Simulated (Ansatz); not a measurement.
Si$_{2}$Os:
Space group Cmce (No. 64); a = 10.123 Å, b = 8.107 Å, c = 8.207 Å, α = β = γ = 90.00°

```
atom  site  symmetry       x       y       z
----  ----  --------  ------  ------  ------
Si     16g         1  0.1269  0.4472  0.2237
Si     16g         1  0.3716  0.2221  0.0589
Os      8f       m..  0.0000  0.1877  0.1816
Os      8d       2..  0.2144  0.0000  0.0000
```
(The calculation used a cell of 24 atoms; values per cell refer to that cell.)

Relaxed with PBEsol. PBEsol in the plane-wave PAW code Ansatz gives a gap of 0.79 eV.

What gap does HSE06 give on the same cell (Ansatz, PAW)?

1.53 eV, 0.74 eV more. The hybrid was solved on a coarser mesh and at special points; the gap given is the minimum over both.

```json
[
 {"k": "Γ", "v1 PBEsol": "-0.22", "c1 PBEsol": "0.80", "v1 HSE06": "-0.15", "c1 HSE06": "1.53"},
 {"k": "Y", "v1 PBEsol": "-0.11", "c1 PBEsol": "0.79", "v1 HSE06": "-0.04", "c1 HSE06": "1.54"},
 {"k": "T", "v1 PBEsol": "-0.50", "c1 PBEsol": "1.31", "v1 HSE06": "-0.60", "c1 HSE06": "2.06"},
 {"k": "Z", "v1 PBEsol": "-0.14", "c1 PBEsol": "1.50", "v1 HSE06": "-0.14", "c1 HSE06": "2.27"},
 {"k": "S", "v1 PBEsol": "-0.41", "c1 PBEsol": "1.48", "v1 HSE06": "?", "c1 HSE06": "?"},
 {"k": "R", "v1 PBEsol": "-0.53", "c1 PBEsol": "1.80", "v1 HSE06": "?", "c1 HSE06": "?"},
 {"k": "Δ0", "v1 PBEsol": "-0.33", "c1 PBEsol": "0.97", "v1 HSE06": "?", "c1 HSE06": "?"},
 {"k": "B0", "v1 PBEsol": "-0.42", "c1 PBEsol": "1.40", "v1 HSE06": "?", "c1 HSE06": "?"}
]
```

Top valence (v1) and lowest conduction level (c1) in eV from each method's valence maximum (which need not be a listed point): supply the withheld HSE06 values.


- Δ0, v1 HSE06: -0.28
- Δ0, c1 HSE06: 1.74
- R, v1 HSE06: -0.59
- R, c1 HSE06: 2.59
- B0, v1 HSE06: -0.55
- B0, c1 HSE06: 2.15
- S, v1 HSE06: -0.37
- S, c1 HSE06: 2.27

Cost on shared cores: the PBEsol run (SCF on a 5×5×4 mesh, then bands and DOS) about 10 core-minutes (a rough figure), the HSE06 run (SCF on 3×3×2, then a few points) very roughly 24 core-minutes; the tasks are unlike.

The workflow started from a Materials Project entry (that database holds measured and hypothetical structures alike); the Crystallography Open Database copy checked does not list it. Its standing as an ambient phase is unchecked. The cell was relaxed with PBEsol under the symmetry of its start; whether a distortion lowers the energy is not shown. The run is not spin-polarised. Spin–orbit coupling is left out wherever it is not named.

Potentials: the later of the program's two PAW sets.
